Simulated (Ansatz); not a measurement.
Al$_{2}$Cu in space group I4/mcm (No. 140; Cu on 4a, Al on 8h) under volume change, PBE (plane waves, PAW; program Ansatz), shape and atoms relaxed at each volume.

| V (Å³/atom) | E − E(relaxed) (meV/atom) | P (GPa) |
|---|---|---|
| 13.572 | 44.6 | 11.61 |
| 14.019 | 18.7 | 7.08 |
| 14.467 | 4.4 | 3.25 |
| 14.914 | 0.0 | 0.01 |
| 15.361 | 3.9 | -2.75 |
| 15.809 | 14.9 | -5.08 |
| 16.256 | 32.0 | -7.05 |

What does a third-order Birch–Murnaghan fit give for V₀, B₀ and B′?

V₀ = 14.92 Å³/atom, B₀ = 99.4 GPa, B′ = 4.5.

The PBE relaxation kept the symmetry of its start; of distortions, only those at the zone centre were tested. No spin polarisation was allowed.

Potentials: the later of the program's two PAW sets.
